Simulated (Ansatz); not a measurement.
Given:

CaSi2:
```yaml
crystal:
  lattice:
    - [1.91054, 1.10305, 9.80088]
    - [-1.91054, 1.10305, 9.80088]
    - [0.00000, -2.20610, 9.80088]
  atoms:
    - { symbol: Ca, position: [0.92044, 0.92044, 0.92044] }
    - { symbol: Ca, position: [0.07956, 0.07956, 0.07956] }
    - { symbol: Si, position: [0.65301, 0.65301, 0.65301] }
    - { symbol: Si, position: [0.34699, 0.34699, 0.34699] }
    - { symbol: Si, position: [0.18306, 0.18306, 0.18306] }
    - { symbol: Si, position: [0.81694, 0.81694, 0.81694] }
```

This is the LDA-relaxed structure.

Question: All from LDA in the plane-wave PAW code Ansatz, unless another level is named. Estimate the electronic character.

Answer: metallic (no gap).

Question: And the density of states at the Fermi level?

Answer: 0.18 states/eV per atom (mean over ±0.08 eV).

Question: Next, the formation energy from the elements (no fitted shifts)?

Answer: -0.46 eV/atom.

Space group R-3m. The workflow started from a Materials Project entry (that database holds measured and hypothetical structures alike); the Crystallography Open Database copy checked does not list it. COD files the formula under space group No. 164, so this cell is another polymorph or a model. Its standing as an ambient phase is unchecked. The LDA relaxation kept the symmetry of its start; of distortions, only those at the zone centre were tested. The references are the lowest solids computed at this level, not always the standard phases.

Potentials: the later of the program's two PAW sets.
